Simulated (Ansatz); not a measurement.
# Zincblende alloy of GaP and GaN (8 of 32 P sites exchanged), 64 atoms

Ansatz, PAW, plane waves. PBEsol relaxation of volume and atoms (shape held) at the single k point (¼, ¼, ¼) without its symmetry partners; single points on the relaxed atoms at the single k point (¼, ¼, ¼) without its symmetry partners, onto which points of the small cell's zone fold. Arrangement: unlike neighbours preferred. No spin–orbit coupling unless named.

Relaxed structure:

```
CELL_PARAMETERS angstrom
10.38782 0.00000 0.00000
0.00000 10.38782 0.00000
0.00000 0.00000 10.38782
ATOMIC_POSITIONS crystal
Ga 0.98519 0.01692 0.98860
Ga 0.01746 0.98345 0.49149
Ga 0.98834 0.51691 0.98546
Ga 0.98473 0.52012 0.48292
Ga 0.48266 0.02013 0.98499
Ga 0.52158 0.98293 0.48316
Ga 0.49123 0.48346 0.01774
Ga 0.48290 0.48294 0.52184
Ga 0.27551 0.25131 0.00147
Ga 0.26360 0.26344 0.51682
Ga 0.24778 0.75157 0.00409
Ga 0.23301 0.76360 0.48744
Ga 0.76284 0.23519 0.98698
Ga 0.74710 0.25069 0.50232
Ga 0.76329 0.73556 0.98732
Ga 0.74883 0.75114 0.47460
Ga 0.22792 0.98219 0.26680
Ga 0.26714 0.01958 0.76520
Ga 0.26652 0.48218 0.22817
Ga 0.25870 0.48289 0.73200
Ga 0.73174 0.98288 0.25894
Ga 0.76395 0.01665 0.76200
Ga 0.76493 0.51957 0.26740
Ga 0.76175 0.51664 0.76421
Ga 0.00380 0.25157 0.24804
Ga 0.98707 0.23556 0.76353
Ga 0.00120 0.75131 0.27580
Ga 0.98673 0.73519 0.76309
Ga 0.48717 0.26359 0.23327
Ga 0.47435 0.25115 0.74910
Ga 0.51657 0.76343 0.26386
Ga 0.50208 0.75068 0.74738
P 0.13079 0.12328 0.12138
P 0.12788 0.12562 0.62906
P 0.12110 0.62329 0.13106
P 0.12098 0.62492 0.62220
P 0.62196 0.12493 0.12125
P 0.61879 0.12351 0.62885
P 0.62881 0.62563 0.12814
P 0.62860 0.62352 0.61905
P 0.37581 0.88149 0.13150
P 0.37504 0.88084 0.61923
P 0.87354 0.38126 0.12184
P 0.87699 0.38105 0.62803
P 0.87569 0.87167 0.12733
P 0.87372 0.87128 0.62348
P 0.37498 0.12361 0.37437
P 0.37410 0.62361 0.37524
P 0.37394 0.61590 0.87538
P 0.87511 0.11589 0.37420
P 0.13123 0.38148 0.37606
P 0.12707 0.37168 0.87594
P 0.12158 0.88126 0.87382
P 0.61896 0.38084 0.37529
P 0.62322 0.37129 0.87399
P 0.62779 0.88106 0.87724
N 0.37687 0.36895 0.11847
N 0.37332 0.36885 0.63162
N 0.37491 0.13802 0.87517
N 0.87487 0.12617 0.87494
N 0.87491 0.63802 0.37517
N 0.87468 0.62617 0.87513
N 0.11820 0.86895 0.37714
N 0.63136 0.86885 0.37357
```

Q: What are the mean bond lengths by pair (pairs within 1.2 times the sum of covalent radii, less contacts 15 % beyond the pair's median; cation–cation pairs of compounds aside; long ionic contacts are cut short by that bound)?

A: Ga–N 2.004 ± 0.020 Å (standard deviation, 32 bonds); Ga–P 2.344 ± 0.026 Å (standard deviation, 96 bonds).

Q: What gap lies between the top filled and the lowest empty level in the single points?

A: HSE06 2.48 eV (37 s on NVIDIA H100). Away from Γ this isn't the crystal's band gap. An indirect band minimum needn't fold onto Γ of this cell; where it doesn't, these gaps are too wide.
